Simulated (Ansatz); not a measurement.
Input and command of a plane-wave DFT calculation in Ansatz:

```yaml
crystal:
  lattice:
    - [4.6013710784, 0.0, 0.0]
    - [0.0, 4.6013710784, 0.0]
    - [0.0, 0.0, 4.6013710784]
  atoms:
    - { symbol: Hf, position: [0.0, 0.0, 0.0], spin: 0.24 }
    - { symbol: Ti, position: [0.5, 0.5, 0.5] }
    - { symbol: S, position: [0.0, 0.5, 0.5] }
    - { symbol: S, position: [0.5, 0.0, 0.5] }
    - { symbol: S, position: [0.5, 0.5, 0.0] }
basis:
  ecutwfc: 420
kpoints:
  mp_grid: { grid: [8, 8, 8] }
hamiltonian:
  xc: pbe
scf:
  occupations: { method: gaussian, width: 0.1 }
output:
  forces: true
  stress: true
  eigenvalues: true
  populations: true
magnetization:
  spin_polarized: true
relax:
  adjacent_minimum: "off"
  f_tol: 0.01
  max_steps: 80
  cell: { stress_tol: 0.05 }
```

```bash
ansatz run input.yaml --threads 1 --pin off --max-ram 2560MiB --backend cpu --events-out ev --progress --plain --runs-dir out
```

Processor: Arm Neoverse V2, 1 thread, on a host shared with other jobs.

Question: Estimate time, memory and problem size.

Answer: About 43 s on 1 thread of Arm Neoverse V2, on a shared host, peak memory 0.51 GiB. It solves 34 bands at 35 k points (the mesh reduced by symmetry) with about 1935 plane waves (on the last cell), in 32 SCF iterations over 3 ionic steps.
